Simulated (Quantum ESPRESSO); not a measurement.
## Kohn-Sham bands of CsGeBr₃ (cubic perovskite)

```
CELL_PARAMETERS angstrom
      5.53333     0.00000     0.00000
      0.00000     5.53333     0.00000
      0.00000     0.00000     5.53333
ATOMIC_POSITIONS crystal
  Cs 0.00000 0.00000 0.00000
  Ge 0.50000 0.50000 0.50000
  Br 0.50000 0.50000 0.00000
  Br 0.00000 0.50000 0.50000
  Br 0.50000 0.00000 0.50000
```

Materials Project entry mp-570223; symmetrised, unrelaxed at this level. Not found in the COD (Crystallography Open Database) copy used; not checked further. Level: PBEsol, spinors with spin-orbit coupling; pw.x of Quantum ESPRESSO at 63 Ry with PseudoDojo potentials, 4×4×4 k-points, Wannier90. Density: 6×6×6 mesh, Gaussian smearing 0.01 Ry.

Q: List the Kohn-Sham levels between −8 and 3.4 eV relative to the valence-band maximum at the high-symmetry points, as a band run of pw.x on that density gives them (levels within 2 meV counted together).

A: 
```json
[
 {"point": "Γ", "k (reciprocal lattice)": "0.000 0.000 0.000", "levels (eV)": "-7.77 (×4), -7.08 (×2), -5.27 (×4), -5.22 (×2), -2.69 (×2), -2.66 (×4), -2.42 (×2), -2.15 (×4), 2.92 (×2)"},
 {"point": "X", "k (reciprocal lattice)": "0.000 0.500 0.000", "levels (eV)": "-7.72 (×2), -7.71 (×2), -5.22 (×2), -5.12 (×2), -3.49 (×2), -3.01 (×2), -2.81 (×2), -2.65 (×2), -2.62 (×2), -2.41 (×2), -1.76 (×2), 1.46 (×2)"},
 {"point": "M", "k (reciprocal lattice)": "0.500 0.500 0.000", "levels (eV)": "-7.77 (×2), -7.71 (×2), -4.98 (×2), -3.93 (×2), -3.05 (×4), -3.01 (×2), -2.82 (×2), -2.77 (×2), -1.93 (×2), -0.87 (×2), 0.95 (×2), 1.12 (×2)"},
 {"point": "R", "k (reciprocal lattice)": "0.500 0.500 0.500", "levels (eV)": "-7.86 (×4), -3.58 (×4), -3.46 (×2), -2.84 (×4), -2.13 (×2), -1.81 (×4), 0.00 (×2), 0.35 (×2), 0.56 (×4)"}
]
```
